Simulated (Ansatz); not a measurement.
**Sc: computed property card**

Sc:
```xyz
1
Lattice="0.0000 2.2761 2.2761 2.2761 0.0000 2.2761 2.2761 2.2761 0.0000" Properties=species:S:1:pos:R:3 pbc="T T T"
Sc     0.0000     0.0000     0.0000
```

Space group Fm-3m (No. 225), fcc (Cu type); conventional cell a = 4.5523 Å, b = 4.5523 Å, c = 4.5523 Å, α = 90.00°, β = 90.00°, γ = 90.00°.

Method: PBEsol in the plane-wave PAW code Ansatz. Geometry: relaxed at this level of theory. Other levels are named where they apply.

**Cell and energy**

| Item | Result |
|---|---|
| Volume per atom | 23.58 Å³ |
| Density | 3.17 g/cm³ |

**Electronic structure**

| Item | Result |
|---|---|
| Electronic character | metallic (no gap) |
| Density of states at the Fermi level | 1.9 states/eV per atom (mean over ±0.08 eV) |

**Mechanics**

| Quantity | Result |
|---|---|
| Bulk modulus (Birch–Murnaghan fit) | 53.8 GPa |
| Pressure derivative B′ | 3.2 |
| Elastic constants (relaxed ions, GPa) | C11 = 72.7, C12 = 44.9, C44 = 35.8 |
| Mechanical stability | stable (all eigenvalues of C positive) |
| Hill bulk and shear moduli | 54.2 and 24.5 GPa |
| Young's modulus | 64.0 GPa |
| Poisson's ratio | 0.30 |
| Debye temperature from the elastic constants | 323 K |

**Phonons**

| Quantity | Result |
|---|---|
| Dynamical stability on the path | stable (no imaginary branch) |
| Zero-point energy | 28.2 meV/atom |
| Vibrational entropy at 300 K | 34.6 J/(K·mol of atoms) |

The workflow started from a Materials Project entry (that database holds measured and hypothetical structures alike); the Crystallography Open Database files this formula in space group No. 225, but the cells were not matched. It is not the phase usual at ambient conditions (space group No. 194). The cell was relaxed with PBEsol under the symmetry of its start. The run is not spin-polarised. As this level gives no gap, shear constants depend on the k-mesh and smearing (Fermi–Dirac, 0.1 eV here). As this level gives no gap, phonon frequencies hold no LO–TO term and depend on the k-mesh and smearing (Fermi–Dirac, 0.1 eV here).

Potentials: the earlier of the program's two PAW sets. The files were generated under PBE; for other functionals the program regenerates the frozen cores, and for LDA and PBEsol the local potential too.
